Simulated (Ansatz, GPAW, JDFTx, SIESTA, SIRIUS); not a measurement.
# HPbNO4: 6 runs at one level of theory

```
H Pb N O
1.0
     3.85404    0.14384    0.09012
    -0.25320    5.52698    0.16471
    -0.48197   -1.92720    5.72025
H Pb N O
1 1 1 4
Direct
  0.09417 0.65249 0.55005
  0.60528 0.51564 0.15510
  0.92822 0.96629 0.95871
  0.01648 0.12958 0.87762
  0.70978 0.00114 0.12867
  0.00782 0.74454 0.86968
  0.10479 0.58988 0.37446
```

The cell comes from a database or a generator and needn't be the stable form of this composition.

Atoms were shifted at random by some hundredths of an Å from the given cell, which wasn't relaxed again for these runs.

Alike in all runs: task single point; functional PBE; k mesh 7 × 5 × 5; occupations fermi-dirac, width 0.05 eV; no spin polarisation; no spin-orbit coupling. Pressure is positive in compression and, in plane waves, holds the error of the finite cutoff, which Ansatz's Pulay term estimates and takes out.

```json
{"program and potentials": "Ansatz, Ansatz PAW", "plane-wave cutoff (eV)": "420", "notes": "Pulay term of +0.50 GPa included", "pressure (GPa)": "0.54", "largest force (eV/Å)": "3.607", "energy over the undisturbed cell (meV/atom)": "37.02"}
{"program and potentials": "GPAW, GPAW PAW data sets (gpaw-data 1.2.1)", "plane-wave cutoff (eV)": "800", "notes": "-", "pressure (GPa)": "0.30", "largest force (eV/Å)": "3.668", "energy over the undisturbed cell (meV/atom)": "36.74"}
{"program and potentials": "SIRIUS, PseudoDojo 0.4.1 PBE standard (scalar relativistic)", "plane-wave cutoff (eV)": "1152", "notes": "-", "pressure (GPa)": "0.59", "largest force (eV/Å)": "3.580", "energy over the undisturbed cell (meV/atom)": "-"}
{"program and potentials": "JDFTx, PseudoDojo-SR-PBE-0.5-standard (H, N, O) + PseudoDojo-SR-PBE-0.4.1-standard (Pb) with smoothed tails", "plane-wave cutoff (eV)": "1143", "notes": "-", "pressure (GPa)": "0.59", "largest force (eV/Å)": "3.580", "energy over the undisturbed cell (meV/atom)": "-"}
{"program and potentials": "SIESTA, files PseudoDojo sr-pbe-0.4.1-standard, DZP (energy shift 0.003 Ry; two zetas on semicore shells)", "plane-wave cutoff (eV)": "-", "notes": "atomic basis", "pressure (GPa)": "3.04", "largest force (eV/Å)": "4.336", "energy over the undisturbed cell (meV/atom)": "41.74"}
{"program and potentials": "Ansatz, all-electron LAPW, scalar-relativistic", "plane-wave cutoff (eV)": "-", "notes": "-", "pressure (GPa)": "0.49", "largest force (eV/Å)": "3.629", "energy over the undisturbed cell (meV/atom)": "-"}
```

Force on atom 3 (N), eV/Å:

```tsv
program and potentials	x	y	z
Ansatz, Ansatz PAW	-2.550	-2.289	1.128
GPAW, GPAW PAW data sets (gpaw-data 1.2.1)	-2.591	-2.324	1.157
SIRIUS, PseudoDojo 0.4.1 PBE standard (scalar relativistic)	-2.529	-2.278	1.108
JDFTx, PseudoDojo-SR-PBE-0.5-standard (H, N, O) + PseudoDojo-SR-PBE-0.4.1-standard (Pb) with smoothed tails	-2.529	-2.278	1.108
SIESTA, files PseudoDojo sr-pbe-0.4.1-standard, DZP (energy shift 0.003 Ry; two zetas on semicore shells)	-2.969	-2.562	1.825
Ansatz, all-electron LAPW, scalar-relativistic	-2.567	-2.307	1.125
```

The pressure spans 0.30 (GPAW, GPAW PAW data sets (gpaw-data 1.2.1)) to 3.04 GPa (SIESTA, files PseudoDojo sr-pbe-0.4.1-standard, DZP (energy shift 0.003 Ry; two zetas on semicore shells)), with all-electron results at 0.49. Rows in atomic bases carry the error of their basis and grid, which can be large.

The functional is the same throughout but for its coding, so the spread measures potentials, basis and numerics; runs on potential files found faulty are left out.
